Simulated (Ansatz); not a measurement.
Ansatz input

```yaml
crystal:
  lattice:
    - [-1.7800444254, 1.7800444254, 1.7800444254]
    - [1.7800444254, -1.7800444254, 1.7800444254]
    - [1.7800444254, 1.7800444254, -1.7800444254]
  atoms:
    - { symbol: Mg, position: [0.0, 0.0, 0.0] }
hamiltonian:
  xc: blyp
  pseudopotentials:
    kind: paw
    azcp:
      Mg: "pseudopotentials/Mg.paw.azcp"
basis:
  ecutwfc: 420
  fft_grid_basis: typed
kpoints:
  mp_grid: { grid: [14, 14, 14], shift: [0, 0, 0] }
magnetization:
  spin_polarized: false
scf:
  occupations: { method: fermi_dirac, width: 0.1 }
  lower_state_search: "off"
output:
  stress: true
```

Output

```
Engine: ansatz 0.2.0, x86_64-unknown-linux-gnu
Pseudopotentials: kind: paw
Pseudopotential: Mg, paw, valence charge 10, recommended cutoff 420 eV (normal) 
Functional definition: BLYP
  parameter beta = 0.0042
  parameter a = 0.04918
  parameter b = 0.132
  parameter c = 0.2533
  parameter d = 0.349
  exchange = b88_x(beta = beta)
  correlation = lyp_c(a = a, b = b, c = c, d = d)
Crystal: 1 atoms, lattice volume = 22.561 Å³
Basis set: ecut = 420 eV, 429 PW (Γ), exchange–correlation on 48×48×48 points (8 copies of the dense FFT grid, shifted against one another)
Bands: 9, of which v1, the nominal top of the filled ones, is band 5 counted from 1 (4 counted from 0)
Symmetry: 48 space group operations
Space group: Im-3m (ITA 229), of the structure as read, at distance tolerance 2.8e-5 Å
k-points: 104 of 2744
Non-local potential: Mg, projectors of the file, l = 0: 3, l = 1: 2, l = 2: 1
PAW form: soft (Blöchl's): semilocal exchange-correlation on the pseudo side does not see the compensation charge
PAW frozen core: Mg, regenerated for the run's functional, and the local potential with it (the file was generated under x = pbe(κ = 0.804, μ = 0.2195149727645171), c = pbe(β = 0.06672455060314922))
PAW one-centre angular grid: Mg, 110 points (default); XC on 64 Gauss nodes
Initial density: superposition of atomic densities (neutral atoms: chi_scale 0, normalization atom), corrected by the library's trained network
Initial wavefunctions: pseudopotential atomic-orbital guess
Functional: x = b88, c = lyp
SCF iter   1: F=—  HF=-1926.733912 eV  |F-HF|=—  |Δ(HF+E_count)|=         —  Δρ=2.57e-3  dr2=1.48e-3  ethr=1.77e-3  ⟨swp⟩=5.8  Hψ=6661  notcnv=0
SCF iter   2: F=—  HF=-1926.734250 eV  |F-HF|=—  |Δ(HF+E_count)|=   3.38e-4  Δρ=1.41e-3  dr2=4.08e-4  ethr=1.48e-5  ⟨swp⟩=1.6  Hψ=1837  notcnv=0
SCF iter   3: F=—  HF=-1926.734394 eV  |F-HF|=—  |Δ(HF+E_count)|=   1.44e-4  Δρ=2.44e-4  dr2=4.04e-6  ethr=4.08e-6  ⟨swp⟩=2.8  Hψ=1420  notcnv=0
SCF iter   4: F=—  HF=-1926.734387 eV  |F-HF|=—  |Δ(HF+E_count)|=   7.38e-6  Δρ=1.02e-4  dr2=6.76e-7  ethr=4.04e-8  ⟨swp⟩=2.0  Hψ=1352  notcnv=0
iter 5 did not close the SCF: its close was put off for the readings that it lacked (scf_convergence_deferred on its scf_iter line)
SCF iter   5: F=-1926.734387 eV  HF=-1926.734387 eV  |F-HF|=7.21e-9  |Δ(HF+E_count)|=   1.87e-7  Δρ=2.13e-5  dr2=4.33e-8  ethr=6.76e-9  ⟨swp⟩=2.0  Hψ=1456  notcnv=0
SCF iter   6: F=-1926.734387 eV  HF=-1926.734387 eV  |F-HF|=2.98e-10  |Δ(HF+E_count)|=   3.75e-8  Δρ=2.47e-6  dr2=5.25e-10  ethr=4.33e-10  ⟨swp⟩=2.1  Hψ=3346  notcnv=0
SCF 1 converged in 6 iterations: F = -1926.734387 eV  dr2 = 5.25e-10
SCF converged after 6 iterations
Free energy (F): -1926.734387 eV
Harris-Foulkes:  -1926.734387 eV  (|F-HF|=2.98e-10)
Internal energy: -1926.721068 eV  (E = F + TS)
E sigma→0 (E₀):  -1926.727727 eV
Entropy (-TS):   -0.013319 eV (-13.319 meV/atom)
Fermi energy:    6.276343 eV
--- Per-component energies (eV) ---
  E_band       = -354.815802
  E_kinetic    = 75.145818
  E_local      = -1610.309798  (includes V_loc(G=0)·N_el)
  E_nonlocal   = 92.238901
  E_hartree    = 576.416661
  E_xc         = -27.638690
  E_vxc        = -35.803669  (∫ρ·V_xc dr)
  E_paw        = -296.587948  (= ΣΔE_a)
  E_vpaw       = -28.921162  (= ΣTr[D̂ρ^β])
  E_aug_tail   = 0.000001  (compensation charges beyond the density's cutoff)
  E_ewald      = -735.988253
  E_core_change = 0.002240  (= ΣΔE_core)
  E_smearing   = -0.013319  (= −TS)
  E_closure    = -0.000000  (closes the sum)
  Σ components = -1926.734387   (vs F -1926.734387, Δ=0.00e0)
--- Stress (GPa, compression-positive) ---
        1.329886       0.000000       0.000000
        0.000000       1.329886      -0.000000
        0.000000      -0.000000       1.329886
  P = ⅓ Tr σ = 1.3299 GPa (13.299 kbar)
```
